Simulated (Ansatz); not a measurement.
## MoPb: one input, then a changed one

The cell was built from the L10 type and relaxed in the same program; it needn't be a known or the stable phase. The listed cell was then made from it by scaling, straining or moving an atom.

First run: DFT, r2SCAN, PAW with Ansatz's default frozen-core files, scalar-relativistic (Ansatz 0.2.0).

Command: `ansatz run input.yaml --threads 1 --pin off --max-ram 2048MiB --backend cpu --events-out ev --progress --plain --runs-dir out` The run took 36 s on 1 thread of Intel(R) Xeon(R) Processor @ 2.50GHz (Skylake/Cascade Lake), on a shared host, peak memory 0.52 GiB.

```yaml
crystal:
  lattice:
    - [3.3387662467, 0.0, 0.0]
    - [0.0, 3.3387662467, 0.0]
    - [0.0, 0.0, 3.3464515095]
  atoms:
    - { symbol: Mo, position: [0.0, 0.0, 0.0] }
    - { symbol: Pb, position: [0.5, 0.5, 0.5] }
kpoints:
  mp_grid: { grid: [11, 11, 8] }
scf:
  occupations: { method: fermi_dirac, width: 0.05 }
hamiltonian:
  xc: r2scan
  pseudopotentials: { kind: paw }
output:
  forces: true
  stress: true
  eigenvalues: true
  efg: { contact_densities: true }
  write_density: true
  write_potential: true
  elf: true
  volumetric_format: npy
```

Result: converged; pressure 6.46 GPa; no gap on the k mesh; 7 SCF iterations.

Spin–orbit coupling is left out, though it moves levels of the heavy atoms by tenths of an eV or more.

A second input differs as follows:

```diff
@@ -11,4 +11,5 @@
 scf:
   occupations: { method: fermi_dirac, width: 0.05 }
+  max_iter: 50
 hamiltonian:
   xc: r2scan
@@ -19,7 +20,4 @@
   eigenvalues: true
   efg: { contact_densities: true }
-  write_density: true
-  write_potential: true
-  elf: true
-  volumetric_format: npy
+total_charge: -6
```

**Question.** What is wrong with it, and what does the program do?

**Answer.** The fault is a charge that the system can't hold (a charged periodic cell is solved on a neutralising background, which makes energy and pressure unphysical). The run converged; pressure -2.74 GPa; no gap on the k mesh; 9 SCF iterations. Such numbers aren't properties of the crystal. The log ends:
```
        0.000000       0.000000      -2.440252
  P = ⅓ Tr σ = -2.7420 GPa (-27.420 kbar)
--- PAW observables at the nuclei: V_zz in 10²¹ V/m², potentials from the cell's mean, atoms counted from 1 ---
  atom   1  Mo V_zz =    +0.302855   η = 0.0000   by run symmetry: allowed
            electrostatic potential = -6370.202748 V   contact ρ = 594794.111964 e/Å³
  atom   2  Pb V_zz =    +0.652205   η = 0.0000   by run symmetry: allowed
            electrostatic potential = -17491.722009 V   contact ρ = 16525669.558784 e/Å³
--- Band table (eV; the first three rows and the last of 105) ---
  k-point 0: bands = ["-39.9372", "-13.5704", "-13.5654", "-13.5654", "-1.9640", "-1.9613", "-1.3885", "-1.3885", "-1.3858", "3.1182", "16.2115", "16.2209", "18.9264", "18.9856", "18.9856", "21.2341", "21.2341", "21.2508", "24.7867", "29.5488", "29.5546"]
  k-point 1: bands = ["-39.9346", "-13.6161", "-13.5633", "-13.5633", "-1.9561", "-1.8951", "-1.4016", "-1.4016", "-1.3819", "3.3848", "15.3371", "16.2433", "18.3785", "18.3785", "18.8439", "21.2115", "22.0424", "22.0424", "25.8430", "27.6918", "29.9208"]
  k-point 2: bands = ["-39.9284", "-13.7249", "-13.5583", "-13.5583", "-1.9370", "-1.7353", "-1.4330", "-1.4330", "-1.3724", "4.1566", "13.1092", "16.3003", "17.4809", "17.4809", "19.6693", "21.1177", "23.6210", "23.6210", "26.1296", "26.7977", "30.8291"]
  k-point 104: bands = ["-39.8875", "-13.7929", "-13.7883", "-13.7875", "-1.6103", "-1.6038", "-1.6023", "-1.2080", "-1.2015", "9.7687", "11.8063", "11.8475", "12.3548", "20.7181", "20.7908", "21.0083", "23.0367", "23.3277", "25.4510", "26.1317", "26.2705"]
```
